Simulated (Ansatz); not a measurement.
ZnCu₂SnSe₄: from a starting cell to a relaxed one

The start is a generated trial cell of ZnCu2SnSe4 in the kesterite structure type. The cell and all atomic positions are relaxed at zero pressure with PBEsol (plane waves to 420 eV, PAW, scalar-relativistic; Ansatz, a quantum-chemistry and plane-wave program). The first steps use a coarse 6×6×6 k-mesh.

Input geometry:
```
CELL_PARAMETERS angstrom
     -2.87506     2.87506     5.75913
      2.87506    -2.87506     5.75913
      2.87506     2.87506    -5.75913
ATOMIC_POSITIONS crystal
  Cu 0.00000 0.00000 0.00000
  Cu 0.75000 0.25000 0.50000
  Zn 0.25000 0.75000 0.50000
  Sn 0.50000 0.50000 0.00000
  Se 0.62900 0.62800 0.51300
  Se 0.11500 0.11600 0.48700
  Se 0.37200 0.88500 0.00100
  Se 0.88400 0.37100 0.99900
```

**Question.** How large is the pressure on the unrelaxed cell, and of which sign?

**Answer.** -2 GPa (negative: the cell is under tension).

**Question.** Which atoms feel the largest initial force, and how large is it?

**Answer.** About 0.7 eV/Å, on Se5, Se6, Se7, Se8 (atoms numbered as listed).

**Question.** How much energy is released per atom?

**Answer.** 0.02 eV/atom.

**Question.** How does the volume per atom move from start to end?

**Answer.** -4.9 %, from 23.80 to 22.64 Å³/atom.

**Question.** How do the shortest distances between atoms change?

**Answer.** The closest pairs of elements (up to four, under 3.6 Å), start → end: Cu–Se 2.47 → 2.38 Å; Se–Zn 2.48 → 2.45 Å; Se–Sn 2.55 → 2.59 Å.

**Question.** Give the final cell and atomic positions.

**Answer.** 
```cif
data_Cu4Se8Sn2Zn2
_chemical_formula_sum 'Cu4 Zn2 Sn2 Se8'
_space_group_name_H-M_alt 'I-4'
_space_group_IT_number 82
_space_group_name_Hall 'I -4'
_cell_length_a 5.65776
_cell_length_b 5.65776
_cell_length_c 11.31787
_cell_angle_alpha 90.000
_cell_angle_beta 90.000
_cell_angle_gamma 90.000
loop_
_atom_site_label
_atom_site_type_symbol
_atom_site_symmetry_multiplicity
_atom_site_Wyckoff_symbol
_atom_site_fract_x
_atom_site_fract_y
_atom_site_fract_z
_atom_site_occupancy
Cu1 Cu 2 a 0.00000 0.00000 0.00000 1
Cu2 Cu 2 c 0.00000 0.50000 0.25000 1
Zn1 Zn 2 d 0.50000 0.00000 0.25000 1
Sn1 Sn 2 b 0.00000 0.00000 0.50000 1
Se1 Se 8 g 0.26079 0.27081 0.36930 1
```
(The calculation used a cell of 8 atoms; values per cell refer to that cell.)

The space group stays I-4 (No. 82) (the run could not lower it), with 8 atoms in the primitive cell. Final values are on a 8×8×8 k-mesh of the relaxed cell. No spin polarisation in the result.

The run could not lose the symmetry of its start.

The first start was generated by placing the elements on the sites of a structure type. Materials Project lists a structure of ZnCu2SnSe4 in the same space group, I-4 (No. 82); the sites were not compared with it, nor with measured phases.
